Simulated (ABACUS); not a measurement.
Small calculations from the output for Al (Fm-3m, 1 atom in the cell; from Materials Project mp-134)

```
Al
1.0
    0.00000     2.01946     2.01946
    2.01946     0.00000     2.01946
    2.01946     2.01946     0.00000
Al
1
Direct
  0.00000   0.00000   0.00000
```

All values come from this method and carry its errors: LDA (PW92), numerical atomic orbitals DZP (confined pseudo-atomic orbitals with Gaussian additions; energy shift 0.01 Ry), PseudoDojo 0.4 standard norm-conserving LDA (tails mended) pseudopotentials (ABACUS).

Main settings: basis = DZP numerical atomic orbitals, energy shift 0.01 Ry; KPT = Gamma 18 18 18 0 0 0; basis_type = lcao; dft_functional = PWLDA; ecutwfc = 100 Ry; smearing_method = fd; smearing_sigma = 0.00734986 Ry; potentials = PseudoDojo 0.4 standard norm-conserving LDA (tails mended).

The atom-centred basis is finite, which shifts total energies and pressures against plane waves. The structure comes from a collection of computed structures, made at another level of theory; the collection holds predicted forms beside known ones.

With Fermi-Dirac occupations of width kT = 0.1000 eV the run gave E = -64.2027 eV and F = E − TS = -64.2171 eV for the cell.

Problem. Extrapolate the energy to zero width, and estimate the density of states at the Fermi level.

Solution. TS = E − F = 0.0144 eV. To second order in the width E rises and F falls by the same amount, so E(0) ≈ (E + F)/2 = -64.2099 eV. The Sommerfeld expansion gives TS = (π²/3) g (kT)², so g ≈ 3 × 0.0144/(π² × 0.1000²) = 0.44 states/eV for the cell, 0.44 an atom (both spins). This g is a mean over a few kT around the Fermi level on this mesh. It implies a bare coefficient γ = (π²/3) k_B² g = 2.357 × 0.44 = 1.0 mJ/(mol K²) for a mole of atoms, without any enhancement by phonons or spin fluctuations.

The atomic orbitals were generated for these runs; they are not ABACUS's published sets and were checked against plane waves on a few crystals only.

“Tails mended”: in these copies of the files the far tail of each local potential was reset to the Coulomb form.
